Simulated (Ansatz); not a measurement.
Here is the system:

Ir:
```cif
data_Ir2
_chemical_formula_sum 'Ir2'
_space_group_name_H-M_alt 'P 1'
_space_group_IT_number 1
_cell_length_a 3.93737
_cell_length_b 3.93737
_cell_length_c 3.93737
_cell_angle_alpha 60.000
_cell_angle_beta 60.000
_cell_angle_gamma 60.000
loop_
_space_group_symop_operation_xyz
  'x, y, z'
loop_
_atom_site_label
_atom_site_type_symbol
_atom_site_fract_x
_atom_site_fract_y
_atom_site_fract_z
_atom_site_occupancy
Ir1 Ir 0.00000 0.00000 0.00000 1
Ir2 Ir 0.25000 0.25000 0.25000 1
```

This is the PBE-relaxed structure.

All from plane-wave PAW PBE (Ansatz code), unless another level is named. Predict the density of states at the Fermi level.

1.1 states/eV per atom (mean over ±0.08 eV).

And the gap with spin–orbit coupling?

none (metallic).

Space group Fd-3m (diamond). The start of the workflow was typed in or built on a structure type; neither database checked (COD, Materials Project) lists it. It is not the phase usual at ambient conditions (space group No. 225). Symmetry was held in the PBE relaxation; whether a distortion lowers the energy is not shown. The run is not spin-polarised. Scalar-relativistic: spin–orbit coupling is off unless named, which matters more the heavier the elements.

Potentials: the later of the program's two PAW sets.
